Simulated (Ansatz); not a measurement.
Relaxed-ion elastic tensor of CuAu (L1₀ or tetragonal B2, P4/mmm) in GPa (Voigt order), PBE in the plane-wave PAW code Ansatz; density 14.42 g/cm³, 15.00 Å³ per atom.

|  | 1 | 2 | 3 | 4 | 5 | 6 |
|---|---|---|---|---|---|---|
| 1 | 162 | 127 | 134 | 0.0 | 0.0 | 0.0 |
| 2 | 127 | 162 | 134 | 0.0 | 0.0 | 0.0 |
| 3 | 134 | 134 | 149 | 0.0 | 0.0 | 0.0 |
| 4 | 0.0 | 0.0 | 0.0 | 60.5 | 0.0 | 0.0 |
| 5 | 0.0 | 0.0 | 0.0 | 0.0 | 60.5 | 0.0 |
| 6 | 0.0 | 0.0 | 0.0 | 0.0 | 0.0 | 37.0 |

Is the crystal mechanically stable?

Yes: the smallest eigenvalue of C is 17.7 GPa.

Work out the Voigt, Reuss and Hill averages.

K_V = 140, K_R = 140, K_H = 140; G_V = 36.9, G_R = 21.7, G_H = 29.3 GPa.

Give Young's modulus, Poisson's ratio, Pugh's ratio and the universal anisotropy index.

E = 9KG/(3K + G) = 82.2 GPa; ν = 0.40; K/G = 4.79 (ductile by the Pugh limit of 1.75); A_U = 5G_V/G_R + K_V/K_R − 6 = 3.49.

Estimate the sound speeds and the Debye temperature.

v_l = √((K + 4G/3)/ρ) = 3530 m/s, v_t = √(G/ρ) = 1430 m/s, mean 1610 m/s; Θ = (h/k)(3n/4πV)^(1/3) v_m = 195 K.

Solve the Christoffel equation for the three sound speeds along x, y, z.

Eigenvalues of C_ijkl n_j n_l equal ρv². In km/s, slowest first: x 1.60, 2.05, 3.35; y 1.60, 2.05, 3.35; z 2.05, 2.05, 3.22.

How much does each axis shrink under pressure?

Linear compressibilities β_i = Σ_j S_ij (j = 1 to 3): x 2.1, y 2.1, z 3.0 per TPa.

Symmetry was held in the PBE relaxation; of distortions, only those at the zone centre were tested. No spin polarisation was allowed. As this level gives no gap, shear constants depend on the k-mesh and smearing (Fermi–Dirac, 0.1 eV here). Scalar-relativistic: spin–orbit coupling is off unless named, which matters more the heavier the elements.

Potentials: the later of the program's two PAW sets.
